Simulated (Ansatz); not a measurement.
**SrAl2H2: two-dimensional strain map**

All numbers below come from DFT PBEsol, scalar-relativistic, plane waves, PAW in Ansatz. The runs took a 420 eV cutoff, a Γ-centred 12×12×10 mesh and Gaussian smearing (0.15 eV). No spin polarisation. Energies are free energies at this smearing, counted from the undisturbed cell; pressure is positive in compression.

Zero of the scan (as given, not relaxed at this level; it stands at -1.3 GPa, and it needn't be the usual structure):

```yaml
crystal:
  lattice:
    - [4.52530, 0.00000, 0.00000]
    - [-2.26265, 3.91902, 0.00000]
    - [0.00000, 0.00000, 4.72140]
  atoms:
    - { symbol: Sr, position: [0.00000, 0.00000, 0.00000] }
    - { symbol: Al, position: [0.33333, 0.66667, 0.45890] }
    - { symbol: Al, position: [0.66667, 0.33333, 0.54110] }
    - { symbol: H, position: [0.33333, 0.66667, 0.09760] }
    - { symbol: H, position: [0.66667, 0.33333, 0.90240] }
```

The cell is strained by p along both x and y and by q along z, fractional coordinates fixed. Points are written (p, q).

p was sampled at -0.080, -0.040, 0.000, 0.040, 0.080 and q at -0.080, -0.040, 0.000, 0.040, 0.080.

Task: Where on the computed points is the energy highest, and how high?

Result: At (-0.080, -0.080): 161.4 meV/atom.

Task: Away from (0, 0), which computed point is lowest?

Result: (0.000, -0.040): 6.9 meV/atom.

The map, in meV/atom:

```
 p \ q  -0.080  -0.040  0.000  0.040  0.080
-0.080   161.4   111.7   91.7   93.9  111.8
-0.040    67.8    26.5   13.8   22.6   47.0
 0.000    41.2     6.9    0.0   13.7   42.6
 0.040    63.2    35.0   32.8   50.4   82.6
 0.080   119.6    96.5   98.4  119.2  154.0
```